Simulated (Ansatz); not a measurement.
**Property card for NbPO5**

NbPO5:
```xyz
14
Lattice="6.4485 0.0000 0.0000 0.0000 6.4485 0.0000 0.0000 0.0000 4.0720" Properties=species:S:1:pos:R:3 pbc="T T T"
Nb     3.2243     0.0000     0.9017
Nb     0.0000     3.2243     3.1703
P      0.0000     0.0000     2.0360
P      3.2243     3.2243     2.0360
O      0.0000     5.1905     2.9170
O      4.4822     3.2243     2.9170
O      0.0000     1.2580     2.9170
O      1.9663     3.2243     2.9170
O      3.2243     4.4822     1.1550
O      1.2580     0.0000     1.1550
O      3.2243     1.9663     1.1550
O      5.1905     0.0000     1.1550
O      0.0000     3.2243     0.8673
O      3.2243     0.0000     3.2046
```

Space group P4/nmm (No. 129); conventional cell a = 6.4485 Å, b = 6.4485 Å, c = 4.0720 Å, α = 90.00°, β = 90.00°, γ = 90.00°.

Method: PBEsol in the plane-wave PAW code Ansatz. Structure relaxed to zero pressure with the same functional. Other levels are named where they apply.

Cell and energy:

```
Item                                                           Value
-----------------------------------------------------  -------------
Volume per atom                                             12.09 Å³
Density                                                   4.00 g/cm³
Formation energy from the elements (no fitted shifts)  -2.49 eV/atom
```

Electronic structure:

```
Property                                                   Value
--------------------------------------------  ------------------
Band gap                                      3.28 eV (indirect)
Valence-band maximum                                        at Γ
Conduction-band minimum                                     at M
Smallest direct gap on the standard path                 3.60 eV
Hole effective mass                             3.6 along z (mₑ)
Hole effective mass with spin–orbit coupling    3.6 along z (mₑ)
HSE06 gap on the PBEsol cell                             4.90 eV
Gap with spin–orbit coupling                             3.28 eV
```

Mechanics:

```
Property                                                                                                    Result
--------------------------------------------  --------------------------------------------------------------------
Bulk modulus (Birch–Murnaghan fit)                                                                        87.8 GPa
Pressure derivative B′                                                                                        12.8
Elastic constants (relaxed ions, GPa)         C11 = 307, C12 = 61.6, C13 = 55.1, C33 = 116, C44 = 39.8, C66 = 59.5
Mechanical stability                                                        stable (all eigenvalues of C positive)
Hill bulk and shear moduli                                                                        108 and 58.9 GPa
Young's modulus                                                                                            150 GPa
Poisson's ratio                                                                                               0.27
Debye temperature from the elastic constants                                                                 554 K
```

Dielectric response:

```
Quantity                                                                  Value
----------------------------------------  -------------------------------------
Electronic dielectric constant ε∞ (DFPT)              4.22 (xx = yy), 4.07 (zz)
Born charges (a third of the trace)       Nb +6.39, P +5.00, O -2.31 to -2.16 e
```

Charges:

```
Quantity                                      Result
-------------  -------------------------------------
Bader charges  Nb +2.80, P +3.80, O -1.40 to -1.01 e
```

The workflow started from a Materials Project entry (that database holds measured and hypothetical structures alike); the Crystallography Open Database files this formula in space group No. 129, but the cells were not matched. Its standing as an ambient phase is unchecked. The PBEsol relaxation kept the symmetry of its start; whether a distortion lowers the energy is not shown. The run is not spin-polarised. The references are the lowest solids computed at this level, not always the standard phases (solids in place of the gases). Scalar-relativistic: spin–orbit coupling is off unless named, which matters more the heavier the elements.

Potentials: the later of the program's two PAW sets.
